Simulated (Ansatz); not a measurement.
SrVHO₂ in space group P4/mmm (No. 123; Sr on 1d, V on 1a, O on 2f, H on 1b) under volume change, plane-wave PAW PBEsol (Ansatz code), shape and atoms relaxed at each volume.

| V (Å³/atom) | E − E(relaxed) (meV/atom) | P (GPa) |
|---|---|---|
| 9.776 | 47.4 | 17.08 |
| 10.098 | 19.9 | 10.45 |
| 10.420 | ___ | ___ |
| 10.743 | 0.0 | 0.01 |
| 11.065 | ___ | ___ |
| 11.387 | 15.9 | -7.53 |
| 11.710 | 34.1 | -10.44 |

### Question
Complete the blanks.

### Answer

- 10.420, E − E(relaxed) (meV/atom): 4.7
- 10.420, P (GPa): 4.82
- 11.065, E − E(relaxed) (meV/atom): 4.2
- 11.065, P (GPa): -4.07

### Question
What does a third-order Birch–Murnaghan fit give for V₀, B₀ and B′?

### Answer
V₀ = 10.74 Å³/atom, B₀ = 147 GPa, B′ = 4.4.

The start of the workflow was typed in or built on a structure type; neither database checked (COD, Materials Project) lists it. Whether it is the stable phase at ambient conditions was not checked. The PBEsol relaxation kept the symmetry of its start; whether a distortion lowers the energy is not shown. The workflow began spin-polarised and lost its moments. No Hubbard U is applied.

Potentials: the earlier of the program's two PAW sets. The files were generated under PBE; for other functionals the program regenerates the frozen cores, and for LDA and PBEsol the local potential too.
